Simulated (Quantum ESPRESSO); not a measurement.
```
CELL_PARAMETERS angstrom
      0.00000     2.53948     2.53948
      2.53948     0.00000     2.53948
      2.53948     2.53948     0.00000
ATOMIC_POSITIONS crystal
  Be 0.00000 0.00000 0.00000
  Se 0.75000 0.75000 0.75000
```

The PBEsol cell relaxed from Materials Project entry mp-1541 was given an isotropic strain of -1 % on all lattice vectors, and the atoms were relaxed again.

Question: What does PBE (stringent potentials; pw.x of Quantum ESPRESSO, ONCV potentials, without SOC) give for the electronic structure near the Fermi level?

Answer: The PBE gap is indirect, 2.55 eV, from Γ to X; the smallest direct gap is 4.66 eV. Spin-orbit splittings are left out.
